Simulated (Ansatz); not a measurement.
Here is the system:

CdSiN₂:
Space group R-3m, hexagonal axes (No. 166); a = 2.894 Å, b = 2.894 Å, c = 16.397 Å, α = 90.00°, β = 90.00°, γ = 120.00°

| atom | site | symmetry | x | y | z |
|---|---|---|---|---|---|
| Cd | 3a | -3m | 0.0000 | 0.0000 | 0.0000 |
| Si | 3b | -3m | 0.0000 | 0.0000 | 0.5000 |
| N | 6c | 3m | 0.0000 | 0.0000 | 0.2263 |
(The calculation used a cell of 4 atoms; values per cell refer to that cell.)

This is the PBEsol-relaxed structure.

Q: All from plane-wave PAW PBEsol (Ansatz code), unless another level is named. Estimate the hole effective mass.

A: 0.32, 0.95, 1.6 mₑ (principal values).

Q: Predict the electron effective mass.

A: 0.14, 0.31, 0.31 mₑ (principal values).

Q: Predict the conduction-band minimum.

A: at Γ.

The start of the workflow was typed in or built on a structure type; neither database checked (COD, Materials Project) lists it. Its standing as an ambient phase is unchecked. Symmetry was held in the PBEsol relaxation; whether a distortion lowers the energy is not shown. Spin–orbit coupling is left out wherever it is not named.

Potentials: the earlier of the program's two PAW sets. The files were generated under PBE; for other functionals the program regenerates the frozen cores, and for LDA and PBEsol the local potential too.

Edges and masses are those of Kohn–Sham bands, whose gap is no quasiparticle gap.
